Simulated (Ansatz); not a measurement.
# LuBi (Fm-3m): lattice vibrations

```yaml
crystal:
  lattice:
    - [0.00000, 3.06539, 3.06539]
    - [3.06539, 0.00000, 3.06539]
    - [3.06539, 3.06539, 0.00000]
  atoms:
    - { symbol: Lu, position: [0.50000, 0.50000, 0.50000] }
    - { symbol: Bi, position: [0.00000, 0.00000, 0.00000] }
```

Computed, not measured; unless marked otherwise by PBEsol, all-electron LAPW in Ansatz 0.2.0, scalar-relativistic. k mesh 10×10×10, Fermi-Dirac smearing of 0.050 eV, basis error target 1 meV/atom. The cell was relaxed by PAW under this functional. This phase needn't be the one found at ambient conditions.

Atoms are displaced by 0.01 Å in the smallest supercells that hold the wave vectors of a 2×2×2 mesh. Negative values stand for unstable modes.

Question: What are the phonon energies at the solved wave vectors, in cm⁻¹?

Answer: 

| q | point | modes (cm⁻¹) |
| --- | --- | --- |
| 0.000 0.000 0.000 | Gamma | 121.8 (×3) |
| 0.500 0.000 0.000 | L | 82.5 (×2), 90.6 (×2), 104.3, 119.6 |
| 0.500 0.500 0.000 | X | 37.1, 37.9 (×2), 118.5 (×2), 129.3 |

Question: Is the structure dynamically stable at these wave vectors?

Answer: Yes, no mode is unstable there; wave vectors off this mesh aren't tested.

Question: How do the optical zone-centre modes decompose, and which are active?

Answer: Point group m-3m: Γ_opt = T1u.

```csv
label,cm⁻¹,activity,mostly
T1u,121.8,IR,Lu (54 %)
```

In a metal the activity is that of symmetry alone; free carriers screen the infrared modes.

Question: How well do frozen-core PAW files reproduce these all-electron values?

Answer: With a cutoff of 420 eV and displacements of 0.0025 Å, the r.m.s. difference over the modes is 0.0 cm⁻¹; the largest difference is 90.6 (PAW) against 90.6 cm⁻¹ (LAPW).

Known limits: responses of metals move with mesh and smearing; no spin-orbit coupling on heavy atoms; the frozen-core PAW files of the compared runs were fitted under PBE, their cores solved anew for this functional.
